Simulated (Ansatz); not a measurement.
Data:

GaSb:
```cif
data_Ga4Sb4
_chemical_formula_sum 'Sb4 Ga4'
_space_group_name_H-M_alt 'Fm-3m'
_space_group_IT_number 225
_space_group_name_Hall '-F 4 2 3'
_cell_length_a 5.69564
_cell_length_b 5.69564
_cell_length_c 5.69564
_cell_angle_alpha 90.000
_cell_angle_beta 90.000
_cell_angle_gamma 90.000
loop_
_atom_site_label
_atom_site_type_symbol
_atom_site_symmetry_multiplicity
_atom_site_Wyckoff_symbol
_atom_site_fract_x
_atom_site_fract_y
_atom_site_fract_z
_atom_site_occupancy
Sb1 Sb 4 a 0.00000 0.00000 0.00000 1
Ga1 Ga 4 b 0.50000 0.50000 0.50000 1
```
(The calculation used a cell of 2 atoms; values per cell refer to that cell.)

This is the PBEsol-relaxed structure.

### Question
All from plane-wave PAW PBEsol (Ansatz code), unless another level is named. Estimate the Young's modulus.

### Answer
50.1 GPa.

### Question
Next, the highest zone-centre frequency?

### Answer
121 cm⁻¹.

A made-up cell: these elements were put on the sites of a structure type; neither database checked (COD, Materials Project) lists it. It is not the phase usual at ambient conditions (space group No. 216). The PBEsol relaxation kept the symmetry of its start; of distortions, only those at the zone centre were tested. As this level gives no gap, phonon frequencies hold no LO–TO term and depend on the k-mesh and smearing (Fermi–Dirac, 0.1 eV here). Scalar-relativistic: spin–orbit coupling is off unless named, which matters more the heavier the elements.

Potentials: the later of the program's two PAW sets.
